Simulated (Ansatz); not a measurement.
The start is a generated cell, Ge2W placed in the AFLOW prototype AB2_oP6_58_a_g (C35, as in CaCl2). A full variable-cell relaxation at zero pressure is run with r2SCAN (plane waves to 500 eV, PAW, scalar-relativistic; Ansatz, an electronic-structure program). First-step values are on the input's coarse k-mesh.

Ansatz input (later rounds restart from its end on a renewed k-mesh):
Ansatz 0.2 input:
```yaml
crystal:
  lattice:
    - [5.1362187, 0, 0]
    - [0, 5.29261, 0]
    - [0, 0, 3.4570703]
  atoms:
    - { symbol: W, position: [0, 0, 0] }
    - { symbol: W, position: [0.5, 0.5, 0.5] }
    - { symbol: Ge, position: [0.275, 0.325, 0] }
    - { symbol: Ge, position: [0.775, 0.175, 0.5] }
    - { symbol: Ge, position: [0.225, 0.825, 0.5] }
    - { symbol: Ge, position: [0.725, 0.675, 0] }
basis: { ecutwfc: 500, ecutrho_ratio: 4, xc_grid: 4, fft_grid_basis: typed }
kpoints: { mp_grid: { grid: [5, 5, 7] } }
hamiltonian:
  xc: r2scan
  dispersion: none
  pseudopotentials: { kind: paw }
scf: { occupations: { method: fermi_dirac, width: 0.05 } }
relax: { f_tol: 0.01, max_steps: 100, cell: { stress_tol: 0.02 } }
output: { forces: true, stress: true }
```

| Property | Value |
|---|---|
| Initial pressure | +70 GPa (positive: the cell is compressed) |
| Largest initial force | about 1.5 eV/Å, on Ge3, Ge4, Ge5, Ge6 (atoms numbered as listed) |
| Volume change | +32.5 %, from 15.66 to 20.75 Å³/atom |
| Shortest distances (start → end) | The closest pairs of elements (up to four, under 3.6 Å), start → end: Ge–W 2.23 → 2.55 Å; W–W 3.46 → 2.80 Å; Ge–Ge 2.96 → 2.80 Å |
| Optimiser moves | 21 |

The end point of the relaxation:

Space group P4₂/mnm (No. 136); a = b = 6.6718 Å, c = 2.7966 Å, α = β = γ = 90.00°

| atom | site | symmetry | x | y | z |
|---|---|---|---|---|---|
| W | 2a | m.mm | 0.0000 | 0.0000 | 0.0000 |
| Ge | 4g | m.2m | 0.2300 | 0.2300 | 0.5000 |

Final values are on a 7×7×17 k-mesh of the relaxed cell. No spin polarisation in the result.

The run could not lose the symmetry of its start, so the end can be a saddle point.

The relaxed structure here is a generated cell of Ge2W: the first start was made by placing the elements on the sites of a structure type, and the end was not matched to a known phase here, so it may be hypothetical.
